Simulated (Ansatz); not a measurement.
**Lattice vibrations of Al5Ni3Pd2 at Γ**

Method: Ansatz, DFT PBE, scalar-relativistic, plane waves, PAW. Settings: 420 eV plane-wave cutoff, Γ-centred 14×14×4 mesh, Fermi-Dirac smearing of 0.15 eV. No spin polarisation. Phonons by linear response, acoustic sum rule imposed.

The cell, relaxed at this level:
```
Al Ni Pd
1.0
     2.94419    0.00000    0.00000
     0.00000    2.94419    0.00000
     0.00000    0.00000   15.12841
Al Ni Pd
5 3 2
Direct
  0.00000 0.00000 0.71880
  0.00000 0.00000 0.90610
  0.00000 0.00000 0.09390
  0.00000 0.00000 0.28120
  0.00000 0.00000 0.50000
  0.50000 0.50000 0.81257
  0.50000 0.50000 0.00000
  0.50000 0.50000 0.18743
  0.50000 0.50000 0.39059
  0.50000 0.50000 0.60941
```

The structure comes from a generated guess, relaxed at this level; another structure or a mixture of phases may lie lower. In a metal, frequencies depend on the k mesh and the smearing, soft modes most.

Optical modes at Γ:
| frequency (cm⁻¹) | degeneracy |
| --- | --- |
| 73 | 2 |
| 76 | 2 |
| 99 | 1 |
| 103 | 1 |
| 112 | 2 |
| 144 | 1 |
| 145 | 2 |
| 187 | 1 |
| 220 | 2 |
| 243 | 2 |
| 246 | 2 |
| 260 | 1 |
| 265 | 2 |
| 276 | 2 |
| 291 | 1 |
| 292 | 1 |
| 329 | 1 |
| 355 | 1 |

All 27 optical modes at Γ are real: no displacement of atoms at fixed cell lowers the energy to second order. Strains and modes at other wave vectors aren't tested by this run.
